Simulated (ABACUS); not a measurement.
A self-consistent single point of ZnS (P2_1, 8 atoms in the cell; from Materials Project mp-10281, changed as shown).

```
ZnS
1.0
    3.84704     0.00000     0.00000
   -1.90447     3.29865     0.00000
    0.00000     0.00000    12.45260
Zn S
4 4
Direct
  0.66667   0.33333   0.74993
  0.33333   0.66667   0.24993
  0.00000   0.00000   0.50000
  0.00000   0.00000   0.00000
  0.66667   0.33333   0.93773
  0.33333   0.66667   0.43773
  0.00000   0.00000   0.68734
  0.00000   0.00000   0.18734
```

Method: ABACUS 3.10.1 with PBE, numerical atomic orbitals DZP (confined pseudo-atomic orbitals with Gaussian additions; energy shift 0.003 Ry), PseudoDojo 0.5 standard norm-conserving PBE (tails mended) pseudopotentials.

ABACUS settings:

| key | value |
|---|---|
| basis | DZP numerical atomic orbitals, energy shift 0.003 Ry |
| KPT | Gamma 12 12 2 0 0 0 |
| basis_type | lcao |
| dft_functional | PBE |
| ecutwfc | 100 Ry |
| smearing_method | fixed |
| potentials | PseudoDojo 0.5 standard norm-conserving PBE (tails mended) |
| symmetry | 1 |
| ks_solver | scalapack_gvx |
| scf_nmax | 100 |
| scf_thr | 1.0e-06 |
| mixing_type | broyden |
| mixing_beta | 0.7 |

Results:

- Number of valence electrons: 104
- Number of bands: 63
- Number of k-points after the program's reduction: 148
- Size of the basis: 156
- Number of SCF iterations: 8
- Free energy E − TS: -23955.9190 eV
- Top of the valence band (on the code's own zero): 7.30 eV
- Gap on the k-point mesh: 2.24 eV
- Pressure: 2.56 GPa

Stress (GPa, positive for compression):
```
 1.71  -0.32   0.00
-0.32   2.82   0.00
 0.00   0.00   3.14
```

Gaps are taken between levels on the mesh.

For comparison: a first run was changed to give this one (lattice vector a scaled by 1.01), and from it to this one the free energy drops by 2.9 meV/atom, the pressure goes from 3.34 to 2.56 GPa and the gap on the mesh goes from 2.303 to 2.241 eV.

The atom-centred basis is finite, which shifts total energies, pressures and gaps against plane waves. The structure comes from a collection of computed structures, made at another level of theory; the collection holds predicted forms beside known ones.

Cost on one core: very roughly 40 core-seconds.

The atomic orbitals were generated for these runs; they are not ABACUS's published sets and were checked against plane waves on a few crystals only.

“Tails mended”: in these copies of the files the far tail of each local potential was reset to the Coulomb form.
